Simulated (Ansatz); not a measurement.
Notes on V2Si5

```yaml
crystal:
  lattice:
    - [8.75277, 0.00000, 0.00000]
    - [0.00000, 8.75277, 0.00000]
    - [0.00000, 0.00000, 2.62837]
  atoms:
    - { symbol: V, position: [0.31970, 0.81970, 0.50000] }
    - { symbol: V, position: [0.18030, 0.31970, 0.50000] }
    - { symbol: V, position: [0.68030, 0.18030, 0.50000] }
    - { symbol: V, position: [0.81970, 0.68030, 0.50000] }
    - { symbol: Si, position: [0.29368, 0.56030, 0.00000] }
    - { symbol: Si, position: [0.43970, 0.29368, 0.00000] }
    - { symbol: Si, position: [0.70632, 0.43970, 0.00000] }
    - { symbol: Si, position: [0.56030, 0.70632, 0.00000] }
    - { symbol: Si, position: [0.79368, 0.93970, 0.00000] }
    - { symbol: Si, position: [0.93970, 0.20632, 0.00000] }
    - { symbol: Si, position: [0.20632, 0.06030, 0.00000] }
    - { symbol: Si, position: [0.06030, 0.79368, 0.00000] }
    - { symbol: Si, position: [0.50000, 0.00000, 0.00000] }
    - { symbol: Si, position: [0.00000, 0.50000, 0.00000] }
```

The numbers come from plane-wave PAW DFT (Ansatz): r2SCAN, no spin polarisation, 500 eV, 4×4×13 Γ-centred k points, fermi-dirac occupations (width 0.1 eV). Nothing was relaxed.

(1) What do density and ELF say about some of the short contacts?

(2) What does the stress say?

(3) Which element gives electrons and which takes them?

(4) Metal or insulator?

(5) Is it stable against the elements?

(6) Where is the largest force?

Origin: a known structure type with other elements, at an estimated volume, so it need not be a known compound. Caveats: no spin polarisation, so a magnetic state may lie lower.

Answers

(1) V–V at 2.63 Å: least valence density 0.32 e/Å³ and ELF 0.34 there. V–Si at 2.59 Å is left out, since its least density falls inside a PAW sphere. Si–Si at 2.62 Å is left out, since its least density falls inside a PAW sphere. Both are smooth PAW fields, read partly inside the augmentation spheres.

(2) The pressure is -10.6 GPa (compression positive), so with the atoms held at these fractions the cell would first shrink. The principal stresses -11.9, -10.0, -10.0 GPa differ, so its shape would change too.

(3) Bader charges in e: V +0.86, Si -0.45 to -0.32. In the mean V gives up most and Si takes most.

(4) It is a metal, with about 9 states/eV a cell as the mean within 0.25 eV of the Fermi level, mostly V d (64 %) and Si p (23 %).

(5) -0.04 eV an atom against the elements' usual phases (free molecules for gases, crystals otherwise, with no correction for O₂ or N₂), too near zero to call. Relaxing would lower it.

(6) The largest is on V2 (and as large on other atoms): 0.08 eV/Å, components (0.05, -0.05, 0.00). It makes 150° with the line to a nearest neighbour, Si14 at 2.59 Å, pointing away from it.
